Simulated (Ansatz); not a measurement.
HfNi$_{2}$ (cubic Laves (MgCu2 type), space group No. 227) at seven volumes, plane-wave PAW r²SCAN (Ansatz code), scaled uniformly. One row is withheld.

```json
[
 {"V (Å³/atom)": "12.265", "P (GPa)": "22.42"},
 {"V (Å³/atom)": "12.669", "P (GPa)": "13.71"},
 {"V (Å³/atom)": "13.074", "P (GPa)": "6.29"},
 {"V (Å³/atom)": "13.478", "P (GPa)": "-0.01"},
 {"V (Å³/atom)": "13.882", "P (GPa)": "-5.38"},
 {"V (Å³/atom)": "14.287", "P (GPa)": "-9.95"},
 {"V (Å³/atom)": "14.691", "P (GPa)": "?"}
]
```

Q: Fit the shown pressures and predict the withheld one.

A: Third-order Birch–Murnaghan: P = (3/2)B₀(x^(7/2) − x^(5/2))[1 + (3/4)(B′ − 4)(x − 1)] with x = (V₀/V)^(2/3). Least squares on the six rows gives V₀ = 13.477 Å³/atom, B₀ = 193.7 GPa, B′ = 4.35. At V = 14.691, x = 0.9441 and P = -13.86 GPa. The run itself gave -13.84 GPa.

Space group Fd-3m (cubic Laves (MgCu2 type)). The workflow started from an entry of the Crystallography Open Database (COD). Its standing as an ambient phase is unchecked. Symmetry was held in the r²SCAN relaxation; its stability against distortions is not shown here. The workflow began spin-polarised and lost its moments. Scalar-relativistic: spin–orbit coupling is off unless named, which matters more the heavier the elements.

Potentials: the later of the program's two PAW sets.
